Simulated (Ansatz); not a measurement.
Ansatz (a first-principles code) input:

Ansatz 0.2 input:
```yaml
crystal:
  lattice:
    - [6.9564620949, -8.7334036719, 0.0]
    - [6.9564620949, 8.7334036719, 0.0]
    - [0.0, 0.0, 5.0368016133]
  atoms:
    - { symbol: Si, position: [0.9945335718, 0.4166862626, 0.4990074749] }
    - { symbol: Si, position: [0.0054664282, 0.5833137374, 0.9990074749] }
    - { symbol: Si, position: [0.5833137374, 0.0054664282, 0.4990074749] }
    - { symbol: Si, position: [0.4166862626, 0.9945335718, 0.9990074749] }
    - { symbol: Si, position: [0.7539445909, 0.6571219851, 0.9130860689] }
    - { symbol: Si, position: [0.2460554091, 0.3428780149, 0.4130860689] }
    - { symbol: Si, position: [0.3428780149, 0.2460554091, 0.9130860689] }
    - { symbol: Si, position: [0.6571219851, 0.7539445909, 0.4130860689] }
    - { symbol: Si, position: [0.7251651881, 0.2748348119, 0.385905551] }
    - { symbol: Si, position: [0.2748348119, 0.7251651881, 0.885905551] }
    - { symbol: Si, position: [0.6219540088, 0.3780459912, 0.8868236592] }
    - { symbol: Si, position: [0.3780459912, 0.6219540088, 0.3868236592] }
    - { symbol: O, position: [0.1073440156, 0.3494656202, 0.4831529887] }
    - { symbol: O, position: [0.8926559844, 0.6505343798, 0.9831529887] }
    - { symbol: O, position: [0.6505343798, 0.8926559844, 0.4831529887] }
    - { symbol: O, position: [0.3494656202, 0.1073440156, 0.9831529887] }
    - { symbol: O, position: [0.6633967601, 0.5232226701, 0.9411730346] }
    - { symbol: O, position: [0.3366032399, 0.4767773299, 0.4411730346] }
    - { symbol: O, position: [0.4767773299, 0.3366032399, 0.9411730346] }
    - { symbol: O, position: [0.5232226701, 0.6633967601, 0.4411730346] }
    - { symbol: O, position: [0.6949227395, 0.3050772605, 0.0833314813] }
    - { symbol: O, position: [0.3050772605, 0.6949227395, 0.5833314813] }
    - { symbol: O, position: [0.8707775398, 0.3164482168, 0.4333067311] }
    - { symbol: O, position: [0.1292224602, 0.6835517832, 0.9333067311] }
    - { symbol: O, position: [0.6835517832, 0.1292224602, 0.4333067311] }
    - { symbol: O, position: [0.3164482168, 0.8707775398, 0.9333067311] }
    - { symbol: O, position: [0.347946546, 0.652053454, 0.0834562624] }
    - { symbol: O, position: [0.652053454, 0.347946546, 0.5834562624] }
    - { symbol: O, position: [0.4690775301, 0.9849189897, 0.2947836923] }
    - { symbol: O, position: [0.5309224699, 0.0150810103, 0.7947836923] }
    - { symbol: O, position: [0.0150810103, 0.5309224699, 0.2947836923] }
    - { symbol: O, position: [0.9849189897, 0.4690775301, 0.7947836923] }
    - { symbol: O, position: [0.7079878979, 0.7498979882, 0.1144815325] }
    - { symbol: O, position: [0.2920121021, 0.2501020118, 0.6144815325] }
    - { symbol: O, position: [0.2501020118, 0.2920121021, 0.1144815325] }
    - { symbol: O, position: [0.7498979882, 0.7079878979, 0.6144815325] }
kpoints:
  mp_grid: { grid: [3, 3, 5] }
hamiltonian:
  xc: r2scan
  pseudopotentials: { azcp: { folder: ./paw }, kind: paw }
scf:
  occupations: { method: fixed }
output:
  optics: { e_range: [0.0, 15.0], de: 0.05, sigma: 0.1, bands: { spectra_wanted_up_to: 12 eV } }
```

Output (shortened):

```
output.optics: the spectra are integrated over the Brillouin zone by k·p interpolation around the k-points, where levels, occupations, output.optics.sigma and …
Pseudopotentials: kind: paw
Pseudopotential: Si, paw, valence charge 4
Pseudopotential: O, paw, valence charge 6
Functional definition: r2SCAN
Crystal: 36 atoms, lattice volume = 612.008 Å³
Basis set: ecut = 500 eV, 15557 PW (Γ), exchange–correlation on 360×360×160 points (64 copies of the dense FFT grid, shifted against one another)
Bands: 132, of which v1, the nominal top of the filled ones, is band 96 counted from 1 (95 counted from 0)
Symmetry: 4 space group operations
Space group: Cmc21 (ITA 36), of the structure as read, at distance tolerance 8.5e-5 Å
k-points: 12 of 45 (time reversal used)
PAW frozen core: Si, regenerated for the run's functional
PAW frozen core: O, regenerated for the run's functional
Initial density: superposition of atomic densities (chi_scale 0.1, normalization cell, long waves kept (reshape's long-wave potential 0.08 eV rms))
Initial wavefunctions: pseudopotential atomic-orbital guess
Eigensolver: davidson
Functional: x = r2scan, c = r2scan; τ floored in thin density (d = 2e-4 eV/Å³)
all-band conjugate gradients solve this SCF's bands
SCF 1 converged in 13 iterations: F = -21360.726351 eV  dr2 = 3.07e-13
output.optics: what the bands over the 207 summed would add to eps1, eps2 and the energy-loss function is held between a lower and an upper bound (9 Lanczos …
SCF converged after 13 iterations
Free energy (F): -21360.726351 eV
Harris-Foulkes:  -21360.726351 eV  (|F-HF|=1.82e-11)
Internal energy: -21360.726351 eV  (E = F + TS)
E sigma→0 (E₀):  -21360.726351 eV
Fermi energy:    -0.663173 eV
--- Per-component energies (eV) ---
  E_band       = -1485.419095
  E_kinetic    = 4702.193931
  E_local      = -19559.158826  (includes V_loc(G=0)·N_el)
  E_nonlocal   = 1496.479954
  E_hartree    = 7963.933903
  E_xc         = -2359.081063
  E_vxc        = -3110.953045  (∫ρ·V_xc dr)
  E_paw        = -10204.290217  (= ΣΔE_a)
  E_vpaw       = -1137.984214  (= ΣTr[D̂ρ^β])
  E_aug_tail   = 0.006741  (compensation charges beyond the density's cutoff)
  E_vtau       = 196.128580  (kinetic-family band-sum trace: ∫τ·v_τ [+ j·A + Jᵃ·Aᵃ] dr)
  E_ewald      = -3399.126989
  E_core_change = -1.683784  (= ΣΔE_core)
  E_smearing   =  0.000000  (= −TS)
  E_closure    =  0.000000  (closes the sum)
  Σ components = -21360.726351   (vs F -21360.726351, Δ=0.00e0)
--- Band table (eV; the first three rows and the last of 12) ---
  k-point 0: bands = ["-20.9345", "-20.5945", "-20.5622", "-20.5433", "-20.4051", "-20.2674", "-20.0173", "-19.4556", "-19.4331", "-19.3554", "-19.2152", "-19.0905", "-18.9196", "-18.9145", "-18.9080", "-18.9079", "-18.9072", "-18.8981", "-18.8907", …
  k-point 1: bands = ["-20.8526", "-20.5198", "-20.4850", "-20.4671", "-20.3425", "-20.1774", "-20.1075", "-19.5424", "-19.5226", "-19.4292", "-19.3212", "-19.1916", "-18.9220", "-18.9219", "-18.9209", "-18.9109", "-18.9041", "-18.9003", "-18.8961", …
  k-point 2: bands = ["-20.6313", "-20.3486", "-20.3380", "-20.3071", "-20.2959", "-20.2449", "-19.9310", "-19.7378", "-19.7263", "-19.6031", "-19.5447", "-19.4263", "-18.9300", "-18.9281", "-18.9238", "-18.9181", "-18.9048", "-18.9044", "-18.9044", …
  k-point 11: bands = ["-20.5917", "-20.4526", "-20.3922", "-20.3413", "-20.1810", "-20.1551", "-19.8937", "-19.8935", "-19.6667", "-19.6231", "-19.5205", "-19.4226", "-18.9310", "-18.9256", "-18.9215", "-18.9180", "-18.9074", "-18.9067", "-18.9046", …
  band table: 132 of 132 bands, residual norms ≤ 1.0e-3 eV
```

Cost: roughly 26 core-minutes on shared cores.

Space group Cmc2_1. The first step of the workflow began from a Materials Project structure, measured or hypothetical; the Crystallography Open Database files this formula in space group No. 36, but the cells were not matched. It is not the phase usual at ambient conditions (space group No. 92, 152, 154). Symmetry was held in the r²SCAN relaxation; whether a distortion lowers the energy is not shown.

Potentials: the earlier of the program's two PAW sets.

Ansatz is a plane-wave DFT program.
